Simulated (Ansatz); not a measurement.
Density of states of a Zn2GaCu5Ge2Se10 cell (elements on a zinc blende lattice, relaxed), per eV and atom, broadened by Gaussian smearing of width 0.1 eV and averaged over bins of 0.4 eV, from 8 eV under the Fermi level at most up to where the solved bands end.

Theory: DFT PBE, scalar-relativistic, plane waves, PAW in Ansatz 0.2.0.

Plane waves to 420 eV, a k mesh through Γ of 5×5×4 on the computed 20-atom cell and Gaussian smearing (0.10 eV); no spin polarisation.

```yaml
crystal:
  lattice:
    - [2.81943, 2.82059, 5.66083]
    - [-2.85091, -2.84942, 5.69159]
    - [8.49180, -5.67132, 2.82871]
  atoms:
    - { symbol: Cu, position: [0.10851, 0.49948, 0.79913] }
    - { symbol: Cu, position: [0.00659, 0.99406, 0.99878] }
    - { symbol: Cu, position: [0.40607, 0.98969, 0.20436] }
    - { symbol: Cu, position: [0.78837, 0.99507, 0.40033] }
    - { symbol: Cu, position: [0.69329, 0.50070, 0.59987] }
    - { symbol: Zn, position: [0.58421, 0.01297, 0.81120] }
    - { symbol: Zn, position: [0.51236, 0.51274, 0.99086] }
    - { symbol: Ga, position: [0.88785, 0.51787, 0.19053] }
    - { symbol: Ge, position: [0.20262, 0.98938, 0.60822] }
    - { symbol: Ge, position: [0.30327, 0.49768, 0.39883] }
    - { symbol: Se, position: [0.57880, 0.87168, 0.60175] }
    - { symbol: Se, position: [0.47875, 0.38043, 0.79776] }
    - { symbol: Se, position: [0.97501, 0.86819, 0.80509] }
    - { symbol: Se, position: [0.36996, 0.88062, 0.00896] }
    - { symbol: Se, position: [0.77855, 0.88293, 0.19765] }
    - { symbol: Se, position: [0.68383, 0.36713, 0.39899] }
    - { symbol: Se, position: [0.16200, 0.88495, 0.40060] }
    - { symbol: Se, position: [0.06420, 0.37966, 0.60437] }
    - { symbol: Se, position: [0.88942, 0.36572, 0.99412] }
    - { symbol: Se, position: [0.27555, 0.36321, 0.19945] }
```

| E − E_F (eV) | total | Se 4p | Cu 3d | Zn 3d | Ge 4p |
| --- | --- | --- | --- | --- | --- |
| -7.15 | 0.712 | 0.068 | 0.002 | 0.600 | 0.002 |
| -6.75 | 1.984 | 0.131 | 0.006 | 1.752 | 0.006 |
| -6.35 | 0.054 | 0.015 | 0.001 | 0.021 | 0.001 |
| -5.95 | 0.016 | 0.010 | 0.000 | 0.000 | 0.002 |
| -5.55 | 0.537 | 0.335 | 0.017 | 0.009 | 0.064 |
| -5.15 | 0.671 | 0.431 | 0.032 | 0.011 | 0.054 |
| -4.75 | 0.618 | 0.404 | 0.047 | 0.008 | 0.063 |
| -4.35 | 0.742 | 0.488 | 0.085 | 0.007 | 0.076 |
| -3.95 | 0.876 | 0.563 | 0.185 | 0.006 | 0.051 |
| -3.55 | 1.479 | 0.863 | 0.520 | 0.008 | 0.023 |
| -3.15 | 0.999 | 0.543 | 0.393 | 0.016 | 0.007 |
| -2.75 | 0.795 | 0.382 | 0.354 | 0.022 | 0.006 |
| -2.35 | 0.940 | 0.052 | 0.849 | 0.001 | 0.010 |
| -1.95 | 1.961 | 0.177 | 1.688 | 0.004 | 0.020 |
| -1.55 | 1.232 | 0.277 | 0.858 | 0.004 | 0.017 |
| -1.15 | 0.963 | 0.338 | 0.540 | 0.004 | 0.013 |
| -0.75 | 0.685 | 0.309 | 0.316 | 0.003 | 0.010 |
| -0.35 | 0.417 | 0.218 | 0.166 | 0.002 | 0.006 |
| 0.05 | 0.231 | 0.134 | 0.049 | 0.001 | 0.005 |
| 0.45 | 0.281 | 0.164 | 0.030 | 0.000 | 0.011 |
| 0.85 | 0.057 | 0.034 | 0.004 | 0.000 | 0.002 |
| 1.25 | 0.083 | 0.030 | 0.003 | 0.000 | 0.012 |
| 1.65 | 0.295 | 0.086 | 0.008 | 0.000 | 0.088 |
| 2.05 | 0.378 | 0.087 | 0.007 | 0.000 | 0.153 |

The columns after the total are the largest Löwdin projections on the valence shells of the potentials, so they needn't add up, and the weight of a shell that a potential lacks goes to other orbitals. The cell has no gap on the mesh.

Cost: 2 runs of about 19 core-minutes in all (earlier runs that led there not counted), on Arm Neoverse V2 (shared hosts).